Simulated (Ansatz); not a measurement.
Computed properties of TaSeS

TaSeS:
```
CELL_PARAMETERS angstrom
      3.43044     0.00000     0.00000
     -1.71522     2.97085     0.00000
      0.00000     0.00000     6.18919
ATOMIC_POSITIONS crystal
  Ta 0.00000 0.00000 0.01055
  Se 0.66667 0.33333 0.74054
  S  0.33333 0.66667 0.24891
```

Space group P3m1 (No. 156); conventional cell a = b = 3.4304 Å, c = 6.1892 Å, α = β = 90.00°, γ = 120.00°.

Method: the program Ansatz at the r²SCAN+D4 level (PAW). The cell and atoms are relaxed at this level. Other levels are named where they apply.

**Cell and energy**

```
Property                                                      Result
-----------------------------------------------------  -------------
Volume per atom                                             21.03 Å³
Density                                                   7.69 g/cm³
Formation energy from the elements (no fitted shifts)  -1.05 eV/atom
```

**Electronic structure**

```
Property                                                                     Value
------------------------------------  --------------------------------------------
Electronic character                                             metallic (no gap)
Density of states at the Fermi level  0.56 states/eV per atom (mean over ±0.08 eV)
Gap with spin–orbit coupling                                       none (metallic)
```

**Mechanics**

```
Quantity                               Value
----------------------------------  --------
Bulk modulus (Birch–Murnaghan fit)  30.7 GPa
Pressure derivative B′                  11.8
```

**Phonons**

```
Property                                        Value
-----------------------------  ----------------------
Highest zone-centre frequency                358 cm⁻¹
Zone-centre stability          no imaginary mode at Γ
```

**Charges**

```
Property                               Value
-------------  -----------------------------
Bader charges  Ta +1.84, Se -0.83, S -1.02 e
```

The first step of the workflow began from a Materials Project structure, measured or hypothetical; the Crystallography Open Database copy checked does not list it. With Se and S taken as one species the cell has the higher symmetry P-3m1, so it may be an ordered model of a mixed-site phase. Its standing as an ambient phase is unchecked. The cell was relaxed with r²SCAN+D4 under the symmetry of its start. The run is not spin-polarised. With an odd number of electrons in the cell and no spin polarisation, the count alone makes it a metal. As this level gives no gap, phonon frequencies hold no LO–TO term and depend on the k-mesh and smearing (Fermi–Dirac, 0.1 eV here). The references are the lowest solids computed at this level, not always the standard phases. Spin–orbit coupling is left out wherever it is not named.

Potentials: the later of the program's two PAW sets.
